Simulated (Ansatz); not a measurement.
CaIrO₃:
```yaml
crystal:
  lattice:
    - [1.58806, -4.87312, 0.00000]
    - [1.58806, 4.87312, 0.00000]
    - [0.00000, 0.00000, 7.27375]
  atoms:
    - { symbol: Ca, position: [0.24847, 0.75153, 0.75000] }
    - { symbol: Ca, position: [0.75153, 0.24847, 0.25000] }
    - { symbol: Ir, position: [0.00000, 0.00000, 0.50000] }
    - { symbol: Ir, position: [0.00000, 0.00000, 0.00000] }
    - { symbol: O, position: [0.92472, 0.07528, 0.75000] }
    - { symbol: O, position: [0.07528, 0.92472, 0.25000] }
    - { symbol: O, position: [0.62655, 0.37345, 0.95087] }
    - { symbol: O, position: [0.37345, 0.62655, 0.45087] }
    - { symbol: O, position: [0.37345, 0.62655, 0.04913] }
    - { symbol: O, position: [0.62655, 0.37345, 0.54913] }
```

Relaxed with r²SCAN. Special points in fractions of this cell's reciprocal vectors: Γ (0.000, 0.000, 0.000); Y (-0.500, 0.500, 0.000); C0 (-0.277, 0.723, 0.000); Σ0 (0.277, 0.277, 0.000); Z (0.000, 0.000, 0.500); A0 (0.277, 0.277, 0.500); E0 (-0.277, 0.723, 0.500); T (-0.500, 0.500, 0.500); S (0.000, 0.500, 0.000); R (0.000, 0.500, 0.500).

Task: List the band energies nearest the Fermi level at these points for plane-wave PAW r²SCAN (Ansatz code).

Result: In eV from the Fermi level; about four levels below and three above (degenerate sets whole), none deeper than 8.9 eV; points with the same levels are listed once.

```
k                     below                above
--  -----------------------  -------------------
Γ   -1.74 -1.42 -0.17 -0.06       0.32 3.01 3.48
Y   -1.88 -1.67 -0.08 -0.03  0.28 2.64 4.02 4.02
C0  -1.56 -1.43 -1.22 -0.07       0.58 2.55 2.65
Z   -1.49 -1.49 -0.61 -0.61  0.10 0.10 3.46 3.46
A0  -1.51 -1.51 -0.92 -0.92  0.08 0.08 2.59 2.59
T   -1.75 -1.75 -0.68 -0.68  0.07 0.07 3.69 3.69
S   -2.29 -1.62 -1.49 -1.26       0.00 0.57 2.69
R   -1.59 -1.59 -0.96 -0.96  0.10 0.10 2.75 2.75
```

Space group Cmcm. The workflow started from an entry of the Crystallography Open Database (COD, 298 K). Its standing as an ambient phase is unchecked. The r²SCAN relaxation kept the symmetry of its start; whether a distortion lowers the energy is not shown. The run is not spin-polarised. Scalar-relativistic: spin–orbit coupling is off unless named, which matters more the heavier the elements.

Potentials: the later of the program's two PAW sets.
